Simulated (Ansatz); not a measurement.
## Si$_{2}$Ni$_{2}$Ir: reading a single point

```
CELL_PARAMETERS angstrom
0.00000 3.63649 0.00000
3.63649 0.00000 0.00000
1.81824 1.81824 -4.64337
ATOMIC_POSITIONS crystal
Ir 0.00000 0.00000 0.00000
Ni 0.75000 0.25000 0.50000
Ni 0.25000 0.75000 0.50000
Si 0.37500 0.37500 0.25000
Si 0.62500 0.62500 0.75000
```

The numbers come from plane-wave PAW DFT (Ansatz): r2SCAN, no spin polarisation, 500 eV, 8×8×8 Γ-centred k points, methfessel-paxton occupations (width 0.094 eV). Nothing was relaxed.

Q: Is it stable against the elements?

A: -0.04 eV an atom against the elements' usual phases (free molecules for gases, crystals otherwise, with no correction for O₂ or N₂), too near zero to call. Relaxing would lower it.

Q: Which atom feels the largest force, and which way?

A: The largest is on Si4 (and as large on other atoms): 2.93 eV/Å, components (0.00, 0.00, 2.93). It makes 123° with the line to a nearest neighbour, Ni2 at 2.16 Å.

Q: How is the charge shared?

A: Bader charges in e: Si +0.79, Ni -0.66, Ir -0.26. In the mean Si gives up most and Ni takes most.

Q: Is the cell too large or too small?

A: The pressure is 5.6 GPa (compression positive), so with the atoms held at these fractions the cell would first expand; the forces are large, so a full relaxation may end otherwise. The principal stresses 4.2, 6.3, 6.3 GPa differ, so its shape would change too.

Q: Is there a gap?

A: It is a metal, with about 2.4 states/eV a cell as the mean within 0.25 eV of the Fermi level, mostly Ir d (30 %), Ni d (27 %) and Si p (20 %).

Origin: a known structure type with other elements, at an estimated volume, so it need not be a known compound. Caveats: no spin polarisation, so a magnetic state may lie lower; atoms or cell far from equilibrium.
